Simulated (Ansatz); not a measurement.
VSe2 (CdI2 type, P-3m1), plane-wave PAW r²SCAN+D4 (Ansatz code), all energies at zero smearing, with the estimated change up to a 700 eV cutoff added, with one set of potentials and settings (totals compare only within such a set). Cell of 3 atoms (2 Se, 1 V): -13876.229 eV.

| element | reference phase | E (eV/atom) |
|---|---|---|
| Se | P3_121, 3 atoms in the cell | -5478.2513 |
| V | Im-3m, 1 atoms in the cell | -2917.1775 |

Formation energy per atom, worked out: (-13876.229 − 2×(-5478.2513) − 1×(-2917.1775))/3 = -0.850 eV/atom (-82 kJ per mol of atoms), at 0 K, without zero-point energy or fitted corrections.

The workflow started from an entry of the Crystallography Open Database (COD). Its standing as an ambient phase is unchecked. The r²SCAN+D4 relaxation kept the symmetry of its start; whether a distortion lowers the energy is not shown. Spin order of the final state: ferromagnetic, the only order run, not a proven ground state. The cell computed holds one magnetic atom, so no antiferromagnetic order was within reach. Other orbital occupations within this spin state were not tried. No Hubbard U is applied. The references are the lowest solids computed at this level, not always the standard phases.

Potentials: the later of the program's two PAW sets.
